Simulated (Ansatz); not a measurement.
Electronic bands of the Hf (1 0 0) slab, simulated with Ansatz.

Miller indices refer to the conventional cell of P6_3/mmc (No. 194), a = 3.160 Å, b = 3.160 Å, c = 4.996 Å, α = 90.00°, β = 90.00°, γ = 120.00°.

The slab has 8 planes, was cut to end in Hf at the top (+c) and Hf at the bottom, and its atoms stand where a relaxation without spin-orbit coupling left them. Listed are levels within 1.2 eV of the Fermi level, the 22 nearest at most. Weights are Löwdin projections on the datasets' atomic orbitals, as shares of the full norm: they are low for levels that spill into the vacuum or into shells that a dataset lacks. Two planes next to each face count as outer, 4 of 8 in all, so a level spread evenly over the slab has a weight near 0.50.

```xyz
8
Lattice="3.1602 0.0000 0.0000 0.0000 4.9962 0.0000 0.0000 0.0000 24.1228" Properties=species:S:1:pos:R:3 pbc="T T T"
Hf    0.0000    1.2491    7.5978
Hf    1.5801    3.7472    8.4663
Hf    1.5801    1.2491   10.2132
Hf    0.0000    3.7472   11.1667
Hf    0.0000    1.2491   12.9561
Hf    1.5801    3.7472   13.9096
Hf    1.5801    1.2491   15.6565
Hf    0.0000    3.7472   16.5250
```

These are results of Ansatz 0.2.0, DFT PBEsol, scalar-relativistic, plane waves, PAW, not measurements.

Plane waves to 420 eV, a k mesh through Γ of 11×7×1 on the computed 8-atom cell and Gaussian smearing (0.10 eV); no spin polarisation. A dipole correction removes the field between periodic images along c.

Command
```bash
ansatz run input.yaml --threads 2 --pin off --max-ram 5632MiB --backend cpu --events-out ev --progress --plain --runs-dir out
```

4.6 min on 2 threads of Arm Neoverse V2, with other jobs on the host, peak memory 1.9 GiB

Levels at X (0.500, 0.000), in eV from the Fermi level, with weights (averaged over levels within 1.5 meV, which needn't be degenerate by symmetry):
| level | outer two planes of both faces |
| --- | --- |
| -1.002 | 0.30 |
| -0.994 | 0.52 |
| -0.989 | 0.96 |
| -0.920 | 0.98 |
| 0.278 | 0.78 |
| 0.324 | 0.76 |
| 0.528 | 0.52 |
| 0.583 | 0.04 |
| 0.767 | 0.38 |
| 0.907 | 0.48 |
| 0.959 | 0.50 |
| 1.039 | 0.08 |
| 1.070 | 0.64 |

Levels at Γ (0.000, 0.000), in eV from the Fermi level, with weights (averaged over levels within 1.5 meV, which needn't be degenerate by symmetry):
```csv
level,outer two planes of both faces
-0.565,0.34
-0.512,0.52
-0.318,0.72
-0.148,0.58
0.046,0.60
0.294,0.64
0.842,0.36
0.900,0.20
1.012,0.56
1.156,0.74
```

Levels at Y (0.000, 0.500), in eV from the Fermi level, with weights (averaged over levels within 1.5 meV, which needn't be degenerate by symmetry):
```csv
level,levels within 1.5 meV,outer two planes of both faces
-0.964,2,0.41
-0.876,2,0.70
-0.514,2,0.47
0.136,2,0.68
0.225,2,0.55
0.536,2,0.60
0.947,2,0.37
1.116,2,0.40
1.192,2,0.31
```

Levels at S (0.500, 0.500), in eV from the Fermi level, with weights (averaged over levels within 1.5 meV, which needn't be degenerate by symmetry):
```csv
level,levels within 1.5 meV,outer two planes of both faces
-0.994,2,0.42
-0.874,2,0.58
-0.867,2,0.17
-0.396,2,0.62
0.088,2,0.48
0.586,2,0.62
0.950,2,0.45
```

Bands cross the Fermi level. 14 of the listed levels have a weight of 0.6 or more on the outer planes; the nearest to the Fermi level is at 0.05 eV at Γ. The work function of the top face is 3.98 eV. In a slab this thin the states of the two faces can couple and split. Spin-orbit coupling is left out, which matters for the bands of heavy elements.
